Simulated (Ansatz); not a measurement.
MgO (rock salt, space group No. 225), plane-wave PAW LDA (Ansatz code): ε∞ = 3.18, cell volume 18.01 Å³. Infrared-active transverse modes:

| ω_TO (cm⁻¹) | oscillator strength S_xx (e²/amu) |
|---|---|
| 407.1 | 0.4015 |

**Question.** Compute the static dielectric constant.

**Answer.** Each mode adds (4.921e7/V) S/ω²: 6.62. So ε0 = 9.80.

**Question.** What LO frequency does the Lyddane–Sachs–Teller relation give?

**Answer.** ω_LO = ω_TO √(ε0/ε∞) = 714 cm⁻¹.

Space group Fm-3m (rock salt). The LDA relaxation kept the symmetry of its start.

Potentials: the earlier of the program's two PAW sets. The files were generated under PBE; for other functionals the program regenerates the frozen cores, and for LDA and PBEsol the local potential too.
